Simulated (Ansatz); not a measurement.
This Al2BN3 structure is the end of a relaxation. The cell was found from a structure generator's guess, not taken from experiment.

All numbers below come from DFT PBE, scalar-relativistic, plane waves, PAW in Ansatz 0.2.0. Cutoff 420 eV, Γ-centred mesh, Gaussian smearing, no spin polarisation.

```
CELL_PARAMETERS angstrom
-1.40843 1.40843 5.75070
1.40843 -1.40843 5.75070
1.40843 1.40843 -5.75070
ATOMIC_POSITIONS crystal
Al 0.33953 0.33953 0.00000
Al 0.66047 0.66047 0.00000
B 0.00000 0.00000 0.00000
N 0.84301 0.84301 0.00000
N 0.15699 0.15699 0.00000
N 0.50000 0.50000 0.00000
```

Energies over the elements count from the elements' standard structures at the same level (N₂ as a molecule), with no fitted energy shifts.

Problem. What space group does it have?

Solution. I4/mmm (No. 139), with Al and B ordered on rock salt sites. Conventional cell: a = 2.817 Å, c = 11.501 Å. Al is surrounded by 1 N at 1.85 Å and 5 N at 1.99–2.10 Å; around B lie 2 N at 1.81 Å and 4 N at 1.99 Å; around N on a site of symmetry 4mm lie 1 B at 1.81 Å and 5 Al at 1.99–2.10 Å; N on a site of symmetry 4/mmm has 2 Al at 1.85 Å and 4 B at 1.99 Å.

Problem. How far does it lie from the elements in energy?

Solution. −0.424 eV/atom.

Problem. Is it a metal?

Solution. No, the gap on the 14×14×14 mesh is 2.43 eV.

The last run used a 14×14×14 mesh for its 6-atom cell and Gaussian smearing of 0.02 eV. Kohn–Sham gaps at this level usually fall short of measured ones. A structure relaxed within its symmetry needn't be a true minimum. Another cell of Al2BN3 relaxed alike, in P3m1, lies 0.58 eV/atom lower, so this cell isn't the stable form at this level.
